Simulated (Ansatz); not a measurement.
**Computed properties of MnPt3**

MnPt₃:
```yaml
crystal:
  lattice:
    - [3.90918, 0.00000, 0.00000]
    - [0.00000, 3.90918, 0.00000]
    - [0.00000, 0.00000, 3.90918]
  atoms:
    - { symbol: Mn, position: [0.00000, 0.00000, 0.00000] }
    - { symbol: Pt, position: [0.00000, 0.50000, 0.50000] }
    - { symbol: Pt, position: [0.50000, 0.00000, 0.50000] }
    - { symbol: Pt, position: [0.50000, 0.50000, 0.00000] }
```
The run is spin-polarised; directions of the spins, atom by atom: ↑ 0 0 0.

Space group Pm-3m (No. 221), Cu3Au type; conventional cell a = 3.909 Å, b = 3.909 Å, c = 3.909 Å, α = 90.00°, β = 90.00°, γ = 90.00°.

Method: the program Ansatz at the r²SCAN level (PAW). Geometry: relaxed at this level of theory. Other levels are named where they apply.

### Cell and energy

* **Volume per atom**: 14.93 Å³
* **Density**: 17.80 g/cm³
* **Formation energy from the elements (no fitted shifts)**: -518 meV/atom

### Electronic structure

- Electronic character: metallic (no gap)
- Density of states at the Fermi level: 0.73 states/eV per atom (mean over ±0.08 eV)

### Magnetism

- Magnetic order: ferromagnetic
- Net moment: 1.16 μB per atom

### Mechanics

Bulk modulus (Birch–Murnaghan fit): 227 GPa
Pressure derivative B′: 5.5

### Charges

- Bader charges = Mn +1.12, Pt -0.37 e

The workflow started from an entry of the Crystallography Open Database (COD). Its standing as an ambient phase is unchecked. The cell was relaxed with r²SCAN under the symmetry of its start; its stability against distortions is not shown here. The final state is ferromagnetic, the only order run, not a proven ground state. Other orbital occupations within this spin state were not tried. For itinerant 3d metals, meta-GGAs of the SCAN family and hybrids are commonly reported to give too large moments. The references are the lowest solids computed at this level, not always the standard phases. The manganese reference at this level is a Cmcm phase, not α-Mn. Scalar-relativistic: spin–orbit coupling is off unless named, which matters more the heavier the elements.

Potentials: the later of the program's two PAW sets.
